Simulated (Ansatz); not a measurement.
**Relaxation path: Ti (sc type)**

DFT, LDA, PAW with Ansatz's default frozen-core files, scalar-relativistic (Ansatz 0.2.0); a Γ-centred 15×15×15 k mesh, Fermi–Dirac smearing of 0.05 eV, no spin polarisation. The run relaxes cell and atoms at a target pressure of 17 GPa.

Command: `ansatz run input.yaml --threads 1 --pin off --max-ram 3584MiB --backend cpu --events-out ev --progress --plain --runs-dir out` It took 6.6 s on 1 thread of Arm Neoverse V2 (shared host), peak memory 0.29 GiB.

PAW: frozen-core files, cutoff 420 eV; forces are relaxed below 0.005 eV/Å.

Each step lists its enthalpy F + pV a cell above the last geometry, the pressure, the cell vectors (Å), and Cartesian positions (Å) with forces (eV/Å).

The first step:

```
step 1  dH = 21.77 meV  P = 9.19 GPa
  cell 2.4778 0.0000 0.0000  0.0000 2.4778 0.0000  0.0000 0.0000 2.4778
  Ti 0.0000 0.0000 0.0000   0.0000 0.0000 0.0000
```

The PAW files were made under PBE.

The symmetry of the start is kept and no stability test is made, so the end need not be the stable phase.

Where does the relaxation end, and by which steps?

After 4 geometries, with conventional a, b, c = 2.431, 2.431, 2.431 Å, at 14.366 Å³/atom (-5.57 % against the start) in space group Pm-3m, with a shortest distance of 2.431 Å. The further steps:
```
step 2  dH = 0.56 meV  P = 15.70 GPa
  cell 2.4381 0.0000 0.0000  0.0000 2.4381 0.0000  0.0000 0.0000 2.4381
  Ti 0.0000 0.0000 0.0000   0.0000 0.0000 0.0000
step 3  dH = 0.00 meV  P = 17.09 GPa
  cell 2.4304 0.0000 0.0000  0.0000 2.4304 0.0000  0.0000 0.0000 2.4304
  Ti 0.0000 0.0000 0.0000   0.0000 0.0000 0.0000
step 4  dH = 0.00 meV  P = 17.00 GPa
  cell 2.4309 0.0000 0.0000  0.0000 2.4309 0.0000  0.0000 0.0000 2.4309
  Ti 0.0000 0.0000 0.0000   0.0000 0.0000 0.0000
step 5  dH = 0.20 meV  P = 16.98 GPa  (same geometry on a basis chosen anew; earlier energies don't compare to the last digit)
  cell 2.4309 0.0000 0.0000  0.0000 2.4309 0.0000  0.0000 0.0000 2.4309
  Ti 0.0000 0.0000 0.0000   0.0000 0.0000 0.0000
```
